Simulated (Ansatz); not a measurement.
## Pressure against volume: SnO

```
CELL_PARAMETERS angstrom
3.80200 0.00000 0.00000
0.00000 3.80200 0.00000
0.00000 0.00000 4.83600
ATOMIC_POSITIONS crystal
Sn 0.00000 0.50000 0.23850
Sn 0.50000 0.00000 0.76150
O 0.00000 0.00000 0.00000
O 0.50000 0.50000 0.00000
```

The geometry is COD entry 9008956, unchecked; take it as a test cell.

Spin–orbit coupling is left out, though it moves levels of the heavy atoms by tenths of an eV or more.

Levels of theory: DFT, LDA, all-electron LAPW, scalar-relativistic (Ansatz 0.2.0); DFT, LDA, PAW with Ansatz's default frozen-core files, scalar-relativistic (Ansatz 0.2.0).

For LAPW: a Γ-centred 6×6×5 k mesh, Fermi–Dirac smearing of 0.02 eV, basis error target 0.5 meV/atom, no spin polarisation. PAW takes a cutoff of 420 eV at this cell (files made with PBE, cores remade for this functional). The Ansatz runs share mesh, smearing and spin set-up. Plane-wave (PAW) pressures include the program's estimate of the Pulay term.

The cell above is scaled evenly, with fractional coordinates and shape held.

```csv
V/V(cell),V (Å³/atom),"P, LAPW (GPa)","P, PAW (GPa)"
0.9400,16.428,3.51,3.50
0.9600,16.777,1.15,1.15
0.9800,17.127,-0.94,-0.94
0.9900,17.302,-1.92,-1.91
1.0000,17.476,-2.85,-2.84
1.0100,17.651,-3.74,-3.73
1.0200,17.826,-4.58,-4.57
1.0400,18.175,?,?
1.0600,18.525,-7.52,-7.50
```

(1) Fill in the row V/V(cell) = 1.0400.

(2) What do Birch–Murnaghan fits to the pressures give?

## Answers

(1) P, LAPW (GPa) = -6.13, P, PAW (GPa) = -6.11.

(2) LAPW: V0 = 16.97 Å³/atom, B0 = 102 GPa, B0′ = 4.0; PAW: V0 = 16.97 Å³/atom, B0 = 102 GPa, B0′ = 4.0.
